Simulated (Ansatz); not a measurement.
CdPt:
```cif
data_CdPt
_chemical_formula_sum 'Cd1 Pt1'
_space_group_name_H-M_alt 'P4/mmm'
_space_group_IT_number 123
_space_group_name_Hall '-P 4 2'
_cell_length_a 2.98143
_cell_length_b 2.98143
_cell_length_c 3.82961
_cell_angle_alpha 90.000
_cell_angle_beta 90.000
_cell_angle_gamma 90.000
loop_
_atom_site_label
_atom_site_type_symbol
_atom_site_symmetry_multiplicity
_atom_site_Wyckoff_symbol
_atom_site_fract_x
_atom_site_fract_y
_atom_site_fract_z
_atom_site_occupancy
Cd1 Cd 1 a 0.00000 0.00000 0.00000 1
Pt1 Pt 1 d 0.50000 0.50000 0.50000 1
```

Relaxed with r²SCAN.

Problem. Which orbitals make up the states near the Fermi level in r²SCAN (plane waves, PAW; program Ansatz)?

Solution. Within 0.5 eV of the Fermi level: Pt 5d 41 %, Cd 5s 16 %, Pt 6s 15 %, outside the projected shells 26 %. Projections are on Löwdin-orthogonalised atomic valence shells; empty p or d shells of many metals are not among them.

Problem. Tabulate the density of states.

Solution. States/eV per cell of 2 atoms, in 0.25 eV bins, energy from the Fermi level.

```tsv
E (eV)	total	Pt 5d	Pt 6s	Cd 5s
-7.85	0.23	0.01	0.09	0.09
-7.60	0.25	0.01	0.10	0.10
-7.35	0.27	0.01	0.11	0.11
-7.10	0.31	0.02	0.13	0.12
-6.85	0.34	0.03	0.14	0.13
-6.60	0.36	0.04	0.14	0.14
-6.35	0.40	0.06	0.14	0.16
-6.10	0.47	0.10	0.15	0.18
-5.85	0.62	0.16	0.15	0.25
-5.60	0.71	0.24	0.15	0.26
-5.35	0.78	0.33	0.14	0.23
-5.10	0.99	0.52	0.13	0.24
-4.85	1.06	0.67	0.12	0.18
-4.60	1.25	0.85	0.12	0.17
-4.35	1.36	1.04	0.16	0.07
-4.10	2.51	2.09	0.20	0.07
-3.85	2.92	2.51	0.18	0.06
-3.60	2.73	2.41	0.11	0.03
-3.35	2.91	2.57	0.10	0.05
-3.10	2.83	2.46	0.07	0.09
-2.85	2.91	2.55	0.05	0.09
-2.60	2.01	1.78	0.04	0.04
-2.35	2.05	1.84	0.06	0.03
-2.10	3.72	3.41	0.10	0.05
-1.85	4.25	3.89	0.11	0.07
-1.60	3.84	3.42	0.14	0.10
-1.35	1.60	1.28	0.12	0.09
-1.10	1.13	0.83	0.10	0.10
-0.85	0.70	0.40	0.09	0.10
-0.60	0.64	0.33	0.08	0.09
-0.35	0.58	0.28	0.08	0.09
-0.10	0.54	0.24	0.07	0.08
0.15	0.43	0.13	0.07	0.08
0.40	0.41	0.12	0.07	0.07
0.65	0.42	0.12	0.07	0.07
0.90	0.61	0.22	0.13	0.07
1.15	0.80	0.29	0.19	0.08
1.40	0.65	0.19	0.14	0.09
1.65	0.59	0.14	0.12	0.09
1.90	0.55	0.11	0.11	0.08
2.15	0.51	0.09	0.09	0.08
2.40	0.48	0.07	0.08	0.08
2.65	0.44	0.06	0.08	0.08
2.90	0.47	0.06	0.11	0.08
3.15	0.51	0.06	0.13	0.08
3.40	0.61	0.07	0.17	0.13
3.65	0.65	0.07	0.17	0.16
3.90	0.61	0.06	0.14	0.16
4.15	0.59	0.05	0.11	0.17
4.40	0.60	0.05	0.09	0.16
4.65	0.65	0.05	0.08	0.16
```

The workflow started from a Materials Project entry (that database holds measured and hypothetical structures alike); the Crystallography Open Database copy checked does not list it. With Cd and Pt taken as one species the cell has the higher symmetry I4/mmm, so it may be an ordered model of a mixed-site phase. Its standing as an ambient phase is unchecked. The r²SCAN relaxation kept the symmetry of its start; its stability against distortions is not shown here. The run is not spin-polarised. Spin–orbit coupling is left out wherever it is not named.

Potentials: the later of the program's two PAW sets.
